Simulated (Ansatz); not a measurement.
The relaxed structure here is a generated cell of BeAu: the first start was made by a random draw of sites in a space group, and the end was not matched to a known phase here, so it may be hypothetical.

One starting cell of BeAu (a randomly generated symmetric cell of BeAu (space group No. 191)) was relaxed twice with Ansatz (plane waves, PAW, scalar-relativistic): with PBEsol at 420 eV and with PBE at 420 eV. The PBEsol result:

BeAu is modelled in the hexagonal space group P6/mmm (No. 191), Pearson symbol hP6. Cell: a = 5.265 Å, b = 5.265 Å, c = 4.544 Å, α = 90.00°, β = 90.00°, γ = 120.00°. Au on 3g is surrounded by 2 Be at 2.272 Å and 4 Au at 2.632 Å. Be on 3f has 2 Au at 2.272 Å (linear). (Neighbours: up to the widest gap in distance over summed covalent radii, below 1.35, at either atom.)

```
quantity                          PBEsol     PBE
--------------------------------  ------  ------
space group                       P6/mmm  P6/mmm
volume (Å³/atom)                   18.18       ?
a (Å)                              5.265       ?
c (Å)                              4.544       ?
gap (eV, no spin-orbit coupling)    0.00       ?
```

**Question.** What does PBE give for the same quantities?

**Answer.** 
- volume (Å³/atom), PBE: 18.93
- a (Å), PBE: 5.351
- c (Å), PBE: 4.581
- gap (eV, no spin-orbit coupling), PBE: 0.00

Both levels end in the same structure; PBE's volume is 4.1 % larger. Neither column is exact.

No spin polarisation in the result.

The run could not lose the symmetry of its start, so the end can be a saddle point.

All atoms sit on sites fixed by symmetry, so only the cell could relax.

Ansatz is an electronic-structure program.
